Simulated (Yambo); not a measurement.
Yambo run on a free-standing BN bilayer (symmetry P-3m1, slab cell 16.9 Å high). The wavefunctions come from this Quantum ESPRESSO step (PBE, PseudoDojo standard norm-conserving files, scalar-relativistic):

```
&CONTROL
  calculation = 'nscf'
  pseudo_dir = './pseudo'
  outdir = './out'
/
&SYSTEM
  ibrav = 0
  nat = 4
  ntyp = 2
  ecutwfc = 84.0
  ecutrho = 336.0
  occupations = 'fixed'
  force_symmorphic = .true.
  nbnd = 62
  assume_isolated = '2D'
/
&ELECTRONS
  conv_thr = 4e-09
  diago_full_acc = .true.
  diago_thr_init = 1e-08
/
ATOMIC_SPECIES
B 10.8100 B.upf
N 14.0070 N.upf
CELL_PARAMETERS angstrom
  2.506745163637   0.000000000000   0.000000000000
 -1.253372581819   2.170904992524   0.000000000000
  0.000000000000   0.000000000000  16.900000000000
ATOMIC_POSITIONS crystal
B   0.666666667000   0.333333333000  -0.099337517500
B   0.333333333667   0.666666666333   0.099337517500
N   0.333333333667   0.666666666333  -0.099431184600
N   0.666666667000   0.333333333000   0.099431184600
K_POINTS automatic
12 12 1 0 0 0
```

Yambo input:

```
rim_cut
gw0
dyson
el_el_corr
HF_and_locXC
ppa
em1d
rim_w
RandQpts= 1000000
RandGvec= 2 Ry
CUTGeo= "slab z"
EXXRLvcs= 84 Ry
VXCRLvcs= 336 Ry
Chimod= "HARTREE"
% BndsRnXp
 1 | 60 |
%
NGsBlkXp= 6 Ry
% LongDrXp
 1.0 | 1.0 | 0.0 |
%
RandGvecW= 1000 mRy
PPAPntXp= 27.2114 eV
% GbndRnge
 1 | 60 |
%
GTermKind= "BG"
DysSolver= "n"
ExtendOut
% QPkrange
 1 | 1 | 8 | 9 |
 7 | 7 | 8 | 9 |
 19 | 19 | 8 | 9 |
%
```

k points by index: 1 = Γ, 7 = M, 19 = K.

Table of the .qp output:

```
#    K-point    Band    Eo [eV]    E [eV]    E-Eo [eV]    Vxc [eV]    Vnlxc [eV]    Sc|Eo [eV]    Sc|E [eV]    dSc/dw|Eo [eV]    Re(Z)    Im(Z)
#
    1    8    -1.317781    -2.245661    -0.927881    -18.40421    -22.82168    3.277696    3.489587    -6.213159    0.814112    -0.001264
    1    9    5.039864    5.657734    0.617870    -5.361851    -2.296926    -2.370524    -2.447055    -3.369885    0.889805    -0.976773E-3
    7    8    -0.651103    -1.578091    -0.926987    -16.01340    -19.69138    2.534076    2.751001    -6.366929    0.810383    -0.001346
    7    9    4.537689    5.808134    1.270445    -10.47725    -5.583765    -3.381540    -3.623039    -5.172150    0.840283    -0.001189
    19    8    0.000000    -0.800301    -0.800301    -16.55768    -19.93158    2.389339    2.573600    -6.264319    0.812868    -0.001289
    19    9    4.748713    6.144990    1.396276    -10.98877    -5.735269    -3.576663    -3.857226    -5.467266    0.832694    -0.001235
```
(The two width columns are left out.) Convergence of these settings isn't established.

Geometry relaxed with PBE+D3(BJ).
